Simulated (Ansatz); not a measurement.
The cell below belongs to a search over invented structures; it isn't taken from experiment.

Input and command of a plane-wave DFT calculation in Ansatz:

```yaml
crystal:
  lattice:
    - [5.32207617, 0.0, 0.0]
    - [-2.66103809, 4.60905317, 0.0]
    - [0.0, 0.0, 6.90919425]
  atoms:
    - { symbol: Be, position: [0.33333333, 0.66666667, 0.0] }
    - { symbol: Be, position: [0.66666667, 0.33333333, 0.0] }
    - { symbol: Zn, position: [0.5, 0.0, 0.0] }
    - { symbol: Zn, position: [0.0, 0.5, 0.0] }
    - { symbol: Zn, position: [0.5, 0.5, 0.0] }
    - { symbol: Te, position: [0.0, 0.0, 0.18965832] }
    - { symbol: Te, position: [0.0, 0.0, 0.81034168] }
    - { symbol: Te, position: [0.0, 0.0, 0.5] }
basis:
  ecutwfc: 420
kpoints:
  mp_grid: { grid: [4, 4, 3] }
hamiltonian:
  xc: pbe
scf:
  occupations: { method: gaussian, width: 0.2 }
  lower_state_search: "off"
output:
  forces: true
  stress: true
  eigenvalues: true
relax:
  adjacent_minimum: "off"
  f_tol: 0.08
  max_steps: 16
  cell: { stress_tol: 0.8 }
```

```bash
ansatz run input.yaml --threads 1 --pin off --max-ram 2560MiB --backend cpu --events-out ev --progress --plain --runs-dir out
```

Processor: Intel(R) Xeon(R) Gold 6455B (Sapphire Rapids), 1 thread, on a host shared with other jobs.

**Question.** How long does it run, and how much memory does it take?

**Answer.** About 72 s, peak memory 0.7 GiB. It solves 53 bands at 8 k points (after reduction by symmetry) with about 8277 plane waves (on the last cell), in 115 SCF iterations over 14 ionic steps.
